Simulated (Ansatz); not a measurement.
Al2Ru in space group Fddd (No. 70; Al on 16f, Ru on 8b) under volume change, LDA in the plane-wave PAW code Ansatz, shape and atoms relaxed at each volume.

| V (Å³/atom) | E − E(relaxed) (meV/atom) | P (GPa) |
|---|---|---|
| 12.183 | 75.2 | 21.75 |
| 12.584 | 31.6 | 13.30 |
| 12.986 | 7.5 | 6.11 |
| 13.387 | 0.0 | 0.00 |
| 13.789 | 6.7 | -5.20 |
| 14.191 | ___ | ___ |
| 14.592 | ___ | ___ |

What belongs in the gaps?


- 14.592, E − E(relaxed) (meV/atom): 54.3
- 14.592, P (GPa): -13.34
- 14.191, E − E(relaxed) (meV/atom): 25.4
- 14.191, P (GPa): -9.61

What does a third-order Birch–Murnaghan fit give for V₀, B₀ and B′?

V₀ = 13.39 Å³/atom, B₀ = 187 GPa, B′ = 4.4.

The first step of the workflow began from a Materials Project structure, measured or hypothetical; the Crystallography Open Database copy checked does not list it. With Al and Ru taken as one species the cell has the higher symmetry Fddd, so it may be an ordered model of a mixed-site phase. Whether it is the stable phase at ambient conditions was not checked. The cell was relaxed with LDA under the symmetry of its start; phonons on a q-mesh show no instability. The run is not spin-polarised. Scalar-relativistic: spin–orbit coupling is off unless named, which matters more the heavier the elements.

Potentials: the later of the program's two PAW sets.
